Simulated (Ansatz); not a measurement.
Input:

MoS2:
```yaml
crystal:
  lattice:
    - [3.14944, 0.00000, 0.00000]
    - [-1.57472, 2.72749, 0.00000]
    - [0.00000, 0.00000, 12.08864]
  atoms:
    - { symbol: Mo, position: [0.66667, 0.33333, 0.25000] }
    - { symbol: Mo, position: [0.33333, 0.66667, 0.75000] }
    - { symbol: S, position: [0.33333, 0.66667, 0.37952] }
    - { symbol: S, position: [0.66667, 0.33333, 0.62048] }
    - { symbol: S, position: [0.66667, 0.33333, 0.87952] }
    - { symbol: S, position: [0.33333, 0.66667, 0.12048] }
```

This is the PBE+D3(BJ)-relaxed structure. Tensor components refer to the Cartesian frame of this cell.

All from PBE+D3(BJ) (plane waves, PAW; program Ansatz), unless another level is named. Predict the vibrational entropy at 300 K.

20.9 J/(K·mol of atoms).

Give the Poisson's ratio.

0.21.

Next, the elastic constants (relaxed ions, GPa)?

C11 = 231, C12 = 55.0, C13 = 10.5, C33 = 62.5, C44 = 20.7.

Space group P6_3/mmc. The PBE+D3(BJ) relaxation kept the symmetry of its start; phonons on a q-mesh show no instability. No spin polarisation was allowed.

Potentials: the later of the program's two PAW sets.
